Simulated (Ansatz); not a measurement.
TiPt3 and the effect of the pressure

The cell as given:

```
CELL_PARAMETERS angstrom
3.89700 0.00000 0.00000
0.00000 3.89700 0.00000
0.00000 0.00000 3.89700
ATOMIC_POSITIONS crystal
Pt 0.50000 0.50000 0.00000
Pt 0.50000 0.00000 0.50000
Pt 0.00000 0.50000 0.50000
Ti 0.00000 0.00000 0.00000
```

Kept alike: task relaxation of cell and atoms; functional PBEsol; k mesh 7 × 7 × 7; occupations fermi-dirac, width 0.05 eV; no spin polarisation. Program: Ansatz, all-electron LAPW, scalar-relativistic. The mesh is that of the run's cell of 4 atoms. No spin-orbit coupling.

```csv
"pressure, P (GPa)",volume (Å³/atom)
0,14.822
5,?
10,14.319
20,13.900
30,13.542
```

The relaxations keep at least the cell's symmetry (Pm-3m). For a metal such a mesh leaves the last digits unconverged. The runs follow the start's structure, whether or not it is the stable one at these pressures. P is the pressure aimed at, which the runs meet within some hundredths to tenths of a GPa.

Fit the rows shown and predict the run at 5 GPa.

Murnaghan's form V = V0 (1 + B′P/B0)^(-1/B′) through the rows shown has V0 = 14.8220, B0 = 266.9 GPa and B′ = 4.68 (largest miss 0.0002); at P = 5 it gives 14.558 Å³/atom. The run gave: volume 14.557 Å³/atom.
